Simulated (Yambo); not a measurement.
Material: SrCl₂ (fluorite, space group Fm-3m, No. 225) under isotropic strain of +1 % on all lattice vectors; a = 4.9322 Å, b = 4.9322 Å, c = 4.9322 Å, α = 60.00°, β = 60.00°, γ = 60.00° (3 atoms in the cell). The PBEsol cell relaxed from Materials Project entry mp-23209 was given an isotropic strain of +1 % on all lattice vectors, and the atoms were relaxed again.

With PBEsol (pw.x of Quantum ESPRESSO, ONCV potentials, no spin-orbit coupling), the gap between the mesh's edge points (X → Γ) is 5.146 eV.

Problem. Estimate the G0W0 gap between the same points from Yambo (4×4×4 Γ-centred k mesh, 152 bands and a 8 Ry block in the screening, 152 bands in G with the Bruneval-Gonze terminator, plasmon pole fitted at 27.2 eV).

Solution. The correction is 2.501 eV, giving 7.646 eV, 1.5 times the PBEsol value.  Convergence of the G0W0 settings was not tested.
